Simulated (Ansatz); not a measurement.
ZrTiB₄:
```yaml
crystal:
  lattice:
    - [3.09070, 0.00000, 0.00000]
    - [0.00000, 3.36755, 0.00000]
    - [0.00000, 0.00000, 5.35009]
  atoms:
    - { symbol: Ti, position: [0.00000, 0.00000, 0.00000] }
    - { symbol: B, position: [0.50000, 0.50000, 0.16136] }
    - { symbol: B, position: [0.00000, 0.50000, 0.32611] }
    - { symbol: Zr, position: [0.50000, 0.00000, 0.50000] }
    - { symbol: B, position: [0.00000, 0.50000, 0.67389] }
    - { symbol: B, position: [0.50000, 0.50000, 0.83864] }
```

This is the PBEsol-relaxed structure.

**Question.** All from the program Ansatz at the PBEsol level (PAW), unless another level is named. Estimate the bulk modulus (Birch–Murnaghan fit).

**Answer.** 254 GPa.

**Question.** Next, the highest zone-centre frequency?

**Answer.** 908 cm⁻¹.

Space group Pmmm. The start of the workflow was typed in or built on a structure type; neither database checked (COD, Materials Project) lists it. Its standing as an ambient phase is unchecked. Symmetry was held in the PBEsol relaxation; whether a distortion lowers the energy is not shown. No spin polarisation was allowed. As this level gives no gap, phonon frequencies hold no LO–TO term and depend on the k-mesh and smearing (Fermi–Dirac, 0.1 eV here).

Potentials: the earlier of the program's two PAW sets. The files were generated under PBE; for other functionals the program regenerates the frozen cores, and for LDA and PBEsol the local potential too.
